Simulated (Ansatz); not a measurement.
NaCl:
```cif
data_Cl6Na6
_chemical_formula_sum 'Na6 Cl6'
_space_group_name_H-M_alt 'P 1'
_space_group_IT_number 1
_cell_length_a 6.68595
_cell_length_b 6.68595
_cell_length_c 7.01605
_cell_angle_alpha 90.000
_cell_angle_beta 90.000
_cell_angle_gamma 120.000
loop_
_space_group_symop_operation_xyz
  'x, y, z'
loop_
_atom_site_label
_atom_site_type_symbol
_atom_site_fract_x
_atom_site_fract_y
_atom_site_fract_z
_atom_site_occupancy
Na1 Na 0.00000 0.66677 0.50000 1
Na2 Na 0.66677 0.00000 0.50000 1
Na3 Na 0.33323 0.33323 0.50000 1
Na4 Na 0.00000 0.33343 0.00000 1
Na5 Na 0.33343 0.00000 0.00000 1
Na6 Na 0.66657 0.66657 0.00000 1
Cl1 Cl 0.66667 0.33333 0.25003 1
Cl2 Cl 0.66667 0.33333 0.74997 1
Cl3 Cl 0.33333 0.66667 0.25003 1
Cl4 Cl 0.33333 0.66667 0.74997 1
Cl5 Cl 0.00000 0.00000 0.75006 1
Cl6 Cl 0.00000 0.00000 0.24994 1
```

Relaxed with r²SCAN.

Problem. Which orbitals make up the states near the band edges in r²SCAN in the plane-wave PAW code Ansatz?

Solution. Top 1 eV of the valence band: Cl 3p 99 %. Bottom 1 eV of the conduction band: Na 3s 71 %, Cl 3s 19 %, Cl 3p 6 %. Projections are on Löwdin-orthogonalised atomic valence shells; empty p or d shells of many metals are not among them.

Problem. Tabulate the density of states.

Solution. States/eV per cell of 12 atoms, in 0.25 eV bins, energy from the valence-band maximum.

```tsv
E (eV)	total	Cl 3p	Na 3s	Cl 3s
-7.85	0.00	0.00	0.00	0.00
-7.60	0.00	0.00	0.00	0.00
-7.35	0.00	0.00	0.00	0.00
-7.10	0.00	0.00	0.00	0.00
-6.85	0.00	0.00	0.00	0.00
-6.60	0.00	0.00	0.00	0.00
-6.35	0.00	0.00	0.00	0.00
-6.10	0.00	0.00	0.00	0.00
-5.85	0.00	0.00	0.00	0.00
-5.60	0.00	0.00	0.00	0.00
-5.35	0.00	0.00	0.00	0.00
-5.10	0.00	0.00	0.00	0.00
-4.85	0.00	0.00	0.00	0.00
-4.60	0.00	0.00	0.00	0.00
-4.35	0.00	0.00	0.00	0.00
-4.10	0.00	0.00	0.00	0.00
-3.85	0.00	0.00	0.00	0.00
-3.60	0.00	0.00	0.00	0.00
-3.35	0.00	0.00	0.00	0.00
-3.10	0.00	0.00	0.00	0.00
-2.85	0.00	0.00	0.00	0.00
-2.60	0.13	0.10	0.02	0.00
-2.35	2.53	2.19	0.33	0.01
-2.10	10.71	9.62	0.99	0.03
-1.85	20.38	18.89	1.26	0.08
-1.60	17.81	16.80	0.76	0.10
-1.35	10.93	10.47	0.31	0.05
-1.10	14.70	14.31	0.22	0.04
-0.85	17.67	17.34	0.16	0.04
-0.60	25.86	25.59	0.08	0.03
-0.35	15.19	15.07	0.03	0.01
-0.10	8.09	8.04	0.01	0.00
0.15	0.00	0.00	0.00	0.00
0.40	0.00	0.00	0.00	0.00
0.65	0.00	0.00	0.00	0.00
0.90	0.00	0.00	0.00	0.00
1.15	0.00	0.00	0.00	0.00
1.40	0.00	0.00	0.00	0.00
1.65	0.00	0.00	0.00	0.00
1.90	0.00	0.00	0.00	0.00
2.15	0.00	0.00	0.00	0.00
2.40	0.00	0.00	0.00	0.00
2.65	0.00	0.00	0.00	0.00
2.90	0.00	0.00	0.00	0.00
3.15	0.00	0.00	0.00	0.00
3.40	0.00	0.00	0.00	0.00
3.65	0.00	0.00	0.00	0.00
3.90	0.00	0.00	0.00	0.00
4.15	0.00	0.00	0.00	0.00
4.40	0.00	0.00	0.00	0.00
4.65	0.00	0.00	0.00	0.00
4.90	0.00	0.00	0.00	0.00
5.15	0.00	0.00	0.00	0.00
5.40	0.13	0.00	0.10	0.03
5.65	0.35	0.02	0.25	0.07
5.90	0.53	0.03	0.38	0.10
6.15	0.72	0.06	0.51	0.13
6.40	0.94	0.08	0.65	0.15
6.65	1.54	0.13	0.92	0.18
6.90	3.24	0.21	1.42	0.22
7.15	5.02	0.29	2.07	0.23
7.40	6.85	0.38	2.82	0.24
7.65	4.82	0.30	2.36	0.15
7.90	10.96	0.70	6.00	0.31
8.15	6.88	0.36	3.69	0.15
8.40	4.98	0.18	1.97	0.06
8.65	1.24	0.04	0.47	0.01
8.90	1.06	0.02	0.37	0.01
9.15	4.07	0.11	1.27	0.02
9.40	6.56	0.17	1.89	0.03
9.65	9.70	0.28	2.86	0.05
9.90	13.72	0.38	3.73	0.08
```

Space group P6_3/mmc (NiAs type). The workflow started from a Materials Project entry (that database holds measured and hypothetical structures alike); the Crystallography Open Database copy checked does not list it. It is not the phase usual at ambient conditions (space group No. 225). Symmetry was held in the r²SCAN relaxation; whether a distortion lowers the energy is not shown.

Potentials: the earlier of the program's two PAW sets.
